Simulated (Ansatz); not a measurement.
Cu₃Au (Cu3Au type, Pm-3m) at seven volumes, PBE in the plane-wave PAW code Ansatz, scaled uniformly. One row is withheld.

| V (Å³/atom) | P (GPa) |
|---|---|
| 12.295 | ? |
| 12.701 | 10.32 |
| 13.106 | 4.67 |
| 13.511 | 0.00 |
| 13.917 | -3.85 |
| 14.322 | -7.04 |
| 14.728 | -9.67 |

Fit the shown pressures and predict the withheld one.

P = (3/2)B₀(x^(7/2) − x^(5/2))[1 + (3/4)(B′ − 4)(x − 1)] with x = (V₀/V)^(2/3). Least squares on the six rows gives V₀ = 13.512 Å³/atom, B₀ = 141 GPa, B′ = 5.36. At V = 12.295, x = 1.0649 and P = 17.14 GPa. The run itself gave 17.14 GPa.

Symmetry was held in the PBE relaxation; of distortions, only those at the zone centre were tested. The run is not spin-polarised. Spin–orbit coupling is left out wherever it is not named.

Potentials: the later of the program's two PAW sets.
